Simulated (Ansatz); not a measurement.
Sheets of one type (M2XT2 MXene (fcc sites)-type), the program Ansatz at the PBE level (PAW); HSE06 gaps on those cells.

```
layer   a (Å)  thickness (Å)
------  -----  -------------
V2CF2   2.986           4.60
Y2CF2   3.574           5.09
Cr2CF2  3.039           4.42
Ti2CF2  3.055           4.78
Ta2CF2      …              …
Hf2CF2  3.275           5.10
Zr2CF2  3.303           5.13
```

Task: What belongs in the gaps?

Result: 
- Ta2CF2, a (Å): 3.207
- Ta2CF2, thickness (Å): 4.98

Spin orders computed, not proven ground states: Cr2CF2, M2XT2 MXene (fcc sites)-type layer antiferromagnetic. Began spin-polarised and lost the moments: V2CF2, M2XT2 MXene (fcc sites)-type layer. All cells were relaxed under the symmetry of their starts (and spin orders); stability against distortions was not tested throughout. Rows with no word on spin ran without spin polarisation. No Hubbard U is applied. Spin–orbit coupling is left out wherever it is not named. Constructed layers (a layer type filled with these elements): V2CF2, M2XT2 MXene (fcc sites)-type layer; Y2CF2, M2XT2 MXene (fcc sites)-type layer; Cr2CF2, M2XT2 MXene (fcc sites)-type layer; Ti2CF2, M2XT2 MXene (fcc sites)-type layer; Ta2CF2, M2XT2 MXene (fcc sites)-type layer; Hf2CF2, M2XT2 MXene (fcc sites)-type layer; Zr2CF2, M2XT2 MXene (fcc sites)-type layer.

Potentials: the later of the program's two PAW sets.
